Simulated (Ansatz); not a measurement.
BHO2: checking a database structure before trusting its electric field gradients

The cell is a COD entry, taken as it stands.

Space group P2_1/c (No. 14); a = 6.7730, b = 8.8420, c = 7.1270 Å, β = 93.21°.

```csv
site,Wyckoff,site symmetry,x,y,z
B1,4e,1,0.8307,0.0431,0.2342
B5,4e,1,0.9768,0.7891,0.2612
B9,4e,1,0.6718,0.8376,0.4008
H13,4e,1,0.6500,0.1300,0.0120
H17,4e,1,0.8090,0.0480,0.9320
H21,4e,1,0.4430,0.8640,0.5340
O25,4e,1,0.9946,0.9393,0.2165
O29,4e,1,0.8158,0.7381,0.3533
O33,4e,1,0.6832,0.9869,0.3567
O37,4e,1,0.8793,0.1937,0.2881
O41,4e,1,0.7234,0.0474,0.0336
O45,4e,1,0.5181,0.7841,0.4978
```

One atom of each set is listed.

All values are calculated (Ansatz; DFT, PBE, plane waves and PAW, scalar-relativistic, 420 eV cutoff, Γ-centred 4×3×3 k-points, Fermi–Dirac smearing 0.02 eV), not measured.

Q: Do the atoms and the cell lie near the calculated equilibrium?

A: No. The largest force is 6.1 eV/Å, on atom 14 (H: 1 O at 0.89 Å; also 1 O at 1.77 Å), and the pressure is 10.3 GPa. Bonds to hydrogen as short as 0.89 Å are the usual result of locating hydrogen with X-rays, and they can account for much of this: hydrogen has to be relaxed before the gradients can be taken for those of the compound.
